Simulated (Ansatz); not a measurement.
## SiO2: gradients before and after relaxing the atoms

Start: an entry of the Crystallography Open Database (COD), taken as it stands.

Space group P4_12_12 (No. 92); a = 4.9860, c = 6.9770 Å.

| site | Wyckoff | site symmetry | x | y | z |
| --- | --- | --- | --- | --- | --- |
| Si | 4a | ..2 | 0.2988 | 0.2988 | 0.0000 |
| O | 8b | 1 | 0.2408 | 0.1017 | 0.1766 |

One atom of each set is listed.

Computed with Ansatz: DFT, PBE, plane waves and PAW (field gradients read without the response of the frozen cores, which leaves them typically 4 to 6 % off), scalar-relativistic, 420 eV cutoff, Γ-centred 5×5×4 k-points, Fermi–Dirac smearing 0.02 eV.

The largest force at the start is 0.47 eV/Å. Relaxing the ions at fixed cell moves them by 0.072 Å at most (atom 12, O) and 0.062 Å rms.

| site | moved (Å) | first shell before | first shell after | V_zz before (10²¹ V/m²) | η before |
| --- | --- | --- | --- | --- | --- |
| Si | 0.031 | 4 O at 1.60–1.61 Å | 4 O at 1.62–1.63 Å | -0.30 | 0.48 |
| O | 0.072 | 2 Si at 1.60–1.61 Å, angle 148° | 2 Si at 1.62–1.63 Å, angle 144° | 9.52 | 0.12 |

(1) How do the gradients change?

Answers

(1) 

| site | V_zz after | η after | change of V_zz |
| --- | --- | --- | --- |
| Si | -0.33 | 0.71 | -0.03 |
| O | 9.82 | 0.18 | +0.30 |

The largest change of V_zz is on O, from 9.52 to 9.82. In per cent, |V_zz| changes by +3 on O (all sites that start above 0.5). Where |V_zz| stays above 0.1, η moves most on Si, from 0.48 to 0.71.
